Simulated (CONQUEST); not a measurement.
A self-consistent single point of In₂GaAs₃ (P1, 12 atoms in the cell; from Materials Project mp-1223859, changed as shown).

```
In2GaAs3
1.0
    4.28037     0.00000     0.00000
    0.00000     4.28037     0.00000
    0.00000     0.00000    18.12013
In Ga As
4 2 6
Direct
  0.01385   0.00462   0.33757
  0.49904   0.48580   0.16403
  0.49501   0.50056   0.83460
  0.01785   0.00232   0.66455
  0.99687   0.00304   0.00155
  0.49751   0.50043   0.50074
  0.49597   0.99656   0.24999
  0.99548   0.49612   0.07699
  0.99338   0.50841   0.41974
  0.00940   0.49679   0.74964
  0.48340   0.99416   0.57700
  0.50224   0.01120   0.92361
```

Level of theory: CONQUEST 1.3 with LDA (PW92), numerical atomic orbitals double-zeta with polarisation (the shipped basis), PseudoDojo norm-conserving potentials made for LDA.

CONQUEST settings:

```
key                                             value
---------------------  ------------------------------
basis                                             DZP
Diag.MPMeshX, Y, Z                              6 6 2
potentials             PseudoDojo norm-conserving LDA
Grid.GridCutoff                                140 Ha
DM.SolutionMethod                              diagon
Diag.kT                                   0.003675 Ha
Diag.GammaCentred                                true
minE.SCTolerance                              1.0e-06
SC.MaxIters                                       100
SC.LinearMixingFactor                             0.5
SC.KerkerPreCondition                            true
SC.KerkerFactor                            0.5 1/bohr
AtomMove.TypeOfRun                             static
```

Results:

- Number of valence electrons = 168
- Number of bands = 216
- Number of k-points after the program's reduction = 60
- Size of the basis = 216
- Number of SCF iterations = 22
- FFT grid = 48 × 48 × 192
- Free energy E − TS = -28667.8710 eV
- Fermi level (on the code's own zero) = -4.89 eV
- Pressure = -3.69 GPa
- Largest force (vector length) = 1.109 eV/Å

Forces (eV/Å):
```csv
atom,Fx,Fy,Fz
In1,-0.485,0.140,-0.390
In2,-0.131,0.296,-0.026
In3,0.417,0.250,0.410
In4,-0.877,-0.174,0.005
Ga5,0.078,-0.094,-0.223
Ga6,-0.174,-0.106,-0.285
As7,0.458,-0.265,0.051
As8,0.106,0.152,-0.066
As9,0.102,-0.202,0.837
As10,-0.441,0.179,-0.069
As11,1.048,0.188,-0.308
As12,-0.124,-0.359,0.060
```

For comparison: a first run was changed to give this one (atoms moved at random), and from it to this one the free energy rises by 15.5 meV/atom, the pressure goes from -4.00 to -3.69 GPa and the largest force goes from under 0.1 to 1.11 eV/Å.

The program uses no crystal symmetry, so grid and mesh can part values that symmetry would make equal. The atom-centred basis is finite, which shifts total energies, pressures and forces against plane waves. Forces above 1 eV/Å remain at this geometry, of which the finite basis can carry a part. The structure comes from a collection of computed structures, made at another level of theory; the collection holds predicted forms beside known ones. No clean gap shows at this smearing width and mesh (spacing up to 0.24 Å⁻¹); the mesh is coarse for partly filled bands, so the values carry mesh errors. Semi-local functionals can close small gaps.

Cost on one core: very roughly 6 core-minutes.
